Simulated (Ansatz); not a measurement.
# ZrVSi under pressure: fit and missing row

ZrVSi, P4/nmm, a = 3.678 Å, c = 7.231 Å. The structure is a COD entry; whether it is the stable form wasn't checked. Ansatz: r2SCAN, PAW, 500 eV, Γ-centred 10×10×6 mesh on 6 atoms, Gaussian smearing 0.10 eV; no spin polarisation. Cell and atoms are relaxed at each pressure, and no other structure is tried, so the rows at high pressure may lie past a change of phase.

```
V (Å³/atom) P (GPa)
          ?    40.00
     14.742    19.98
     15.433     9.98
     15.843     4.97
     16.112     2.01
     16.306     0.01
     16.515    -2.00
```

**Question.** Take V0 = 16.306 Å³/atom, count pressures from its P0 = 0.01 GPa, fit the third-order Birch–Murnaghan form to the other rows, and predict the missing volume.

**Answer.** With the Eulerian strain f = ½[(V0/V)^(2/3) − 1] and y = (P − P0)/[3f(1 + 2f)^(5/2)], the form is the line y = B0 + 1.5 B0 (B0′ − 4) f. Rows (f, y): 0.03477, 161.8; 0.01868, 162.3; 0.00969, 162.6; 0.00401, 163.0; -0.00423, 161.8. Means f = 0.01258, y = 162.30; Σ(Δf)² = 0.0008940, ΣΔfΔy = -0.009556; the slope is their ratio. y = 162.4 − 10.69 f GPa, so B0 = 162.4 GPa and B0′ = 4 + 2 × (-10.69)/(3 × 162.4) = 3.96. P = 40.00 GPa is met at f = 0.06163 (y = 161.74), so V = V0 (1 + 2f)^(−3/2) = 13.697 Å³/atom. The run gave 13.689 Å³/atom, so the fit is 0.008 Å³/atom too high, a small miss on the scale of the series. The form still works here, 91 % of the fitted range beyond its end.